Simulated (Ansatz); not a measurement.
# Kick test of a cell of TaTi3Si8

The cell was found from a structure generator's guess, not taken from experiment.

All numbers below come from DFT PBE, scalar-relativistic, plane waves, PAW (Ansatz 0.2.0). Settings: cutoff 420 eV, Γ-centred mesh 10×10×6 on the computed 12-atom cell, Gaussian smearing of 0.10 eV; no spin polarisation.

The cell below (12 atoms, space group C222 (No. 21)) is relaxed within its symmetry.

```xyz
12
Lattice="2.4108 -4.2900 0.0000 2.4108 4.2900 0.0000 0.0000 0.0000 8.2932" Properties=species:S:1:pos:R:3 pbc="T T T"
Ti    1.2054    2.1450    2.0738
Ti    1.2054   -2.1450    6.2194
Ti    0.0000    0.0000    0.0000
Ta    2.4108    0.0000    4.1466
Si    1.2054    2.1450    4.9313
Si    1.2054   -2.1450    0.7155
Si    1.2054    2.1450    7.5778
Si    1.2054   -2.1450    3.3619
Si    2.4108    0.0000    6.9654
Si    0.0000    0.0000    2.7768
Si    2.4108    0.0000    1.3279
Si    0.0000    0.0000    5.5164
```

For the test it was strained at random (σ = 1.5 % a component), the atoms were moved at random (σ = 0.05 Å), and all was relaxed again on a coarse 6×6×4 mesh (in the run’s order of axes) with 0.20 eV smearing, with no symmetry imposed.

Spin–orbit coupling, which can matter for Ta, is left out.

Question: Does it come back?

Answer: It returns, within 1 meV/atom of the unmoved cell on that mesh and with the same symmetry when read at 0.1 Å. No instability shows in this cell; modes of other wave vectors, which need another repeat, aren't tested.
